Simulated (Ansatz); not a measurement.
## What internal relaxation does to the elastic constants of AlGa₃N₄

The calculation used DFT LDA, scalar-relativistic, plane waves, PAW (Ansatz). Cutoff 420 eV, 6×6×6 k-points (Γ-centred), fixed occupations. No spin polarisation.

The cell, relaxed at this level:
```
Al Ga N
1.0
     4.42697    0.00000    0.00000
     0.00000    4.42697    0.00000
     0.00000    0.00000    4.42697
Al Ga N
1 3 4
Direct
  0.00000 0.00000 0.00000
  0.50000 0.50000 0.00000
  0.50000 0.00000 0.50000
  0.00000 0.50000 0.50000
  0.75482 0.75482 0.24518
  0.75482 0.24518 0.75482
  0.24518 0.75482 0.75482
  0.24518 0.24518 0.24518
```

Clamped-ion constants (GPa, Voigt order; atoms follow the strain homogeneously):
C11 = 292.0, C12 = 160.3, C13 = 160.3, C22 = 292.0, C23 = 160.3, C33 = 292.0, C44 = 211.5, C55 = 211.5, C66 = 211.5 GPa; the others vanish.

Task: What are the constants once the atoms relax in each strained cell?

Result:
C11 = 291.7, C12 = 160.4, C13 = 160.4, C22 = 291.7, C23 = 160.4, C33 = 291.7, C44 = 165.3, C55 = 165.3, C66 = 165.3 GPa; the others vanish.
The Voigt shear modulus goes from 153.2 to 125.5 GPa and the Voigt bulk modulus doesn't change. Relaxation subtracts ΛᵀK⁻¹Λ/V, with Λ the forces that a strain puts on the atoms and K the zone-centre force constants. At a stable cell this can only lower the diagonal constants, and it acts only for strains that share their symmetry with an optical mode; elsewhere, and where the coupling is weak, the constants hardly move.